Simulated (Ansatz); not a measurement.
W2C:
```yaml
crystal:
  lattice:
    - [4.68130, 0.00000, 0.00000]
    - [0.00000, 5.23658, 0.00000]
    - [0.00000, 0.00000, 3.00763]
  atoms:
    - { symbol: W, position: [0.25900, 0.15848, 0.50000] }
    - { symbol: W, position: [0.74100, 0.84152, 0.50000] }
    - { symbol: W, position: [0.75900, 0.34152, 0.00000] }
    - { symbol: W, position: [0.24100, 0.65848, 0.00000] }
    - { symbol: C, position: [0.00000, 0.00000, 0.00000] }
    - { symbol: C, position: [0.50000, 0.50000, 0.50000] }
```

Relaxed with PBEsol. Special points in fractions of this cell's reciprocal vectors: Γ (0.000, 0.000, 0.000); X (0.500, 0.000, 0.000); S (0.500, 0.500, 0.000); Y (0.000, 0.500, 0.000); Z (0.000, 0.000, 0.500); U (0.500, 0.000, 0.500); R (0.500, 0.500, 0.500); T (0.000, 0.500, 0.500).

Problem. List the band energies nearest the Fermi level at these points for DFT-PBEsol with spin–orbit coupling in the program Ansatz with PAW potentials.

Solution. In eV from the Fermi level; about four levels below and three above (degenerate sets whole), none deeper than 8.9 eV; points with the same levels are listed once.

```
k                    below                above
-  -----------------------  -------------------
Γ  -0.48 -0.48 -0.18 -0.18  1.84 1.84 2.40 2.40
X  -0.98 -0.98 -0.98 -0.98  1.04 1.04 1.04 1.04
S  -0.82 -0.82 -0.82 -0.82  0.12 0.12 0.12 0.12
Y  -0.48 -0.48 -0.48 -0.48  0.33 0.33 0.33 0.33
Z  -2.79 -2.79 -2.79 -2.79  1.09 1.09 1.09 1.09
U  -0.78 -0.78 -0.47 -0.47  2.58 2.58 2.81 2.81
R  -0.46 -0.46 -0.46 -0.46  0.94 0.94 0.94 0.94
T  -3.07 -3.07 -2.93 -2.93  1.44 1.44 1.81 1.81
```

Space group Pnnm. The first step of the workflow began from a Materials Project structure, measured or hypothetical; the Crystallography Open Database copy checked does not list it. Its standing as an ambient phase is unchecked. Symmetry was held in the PBEsol relaxation; of distortions, only those at the zone centre were tested. The run is not spin-polarised.

Potentials: the later of the program's two PAW sets.
